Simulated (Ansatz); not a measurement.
GaN:
```
GaN
1.0
    3.18328     0.00000     0.00000
   -1.59164     2.75680     0.00000
    0.00000     0.00000     5.18379
Ga N
2 2
Direct
  0.66667   0.33333   0.49910
  0.33333   0.66667   0.99910
  0.66667   0.33333   0.87590
  0.33333   0.66667   0.37590
```

Cartesian axes are those of the cell as given.

Task: Give the high-frequency dielectric tensor and the Born effective charge tensors of the independent atoms from DFPT, the program Ansatz at the r²SCAN level (PAW).

Result: 
ε∞:
```
5.36  0.00  0.00
0.00  5.36  0.00
0.00  0.00  5.54
```
Z* of atom 1 (Ga), rows: field, columns: displacement, in e:
```
2.63  0.00  0.00
0.00  2.63  0.00
0.00  0.00  2.77
```
Z* of atom 3 (N), rows: field, columns: displacement, in e:
```
-2.63   0.00   0.00
 0.00  -2.63   0.00
 0.00   0.00  -2.77
```

Static charges for comparison (Bader): Ga1 +1.66, N3 -1.66 e. Born charges measure polarisation by displacement and can exceed these by far.

Space group P6_3mc (wurtzite). The cell was relaxed with r²SCAN under the symmetry of its start. Spin–orbit coupling is left out wherever it is not named.

Potentials: the earlier of the program's two PAW sets. The files were generated under PBE; for other functionals the program regenerates the frozen cores, and for LDA and PBEsol the local potential too.
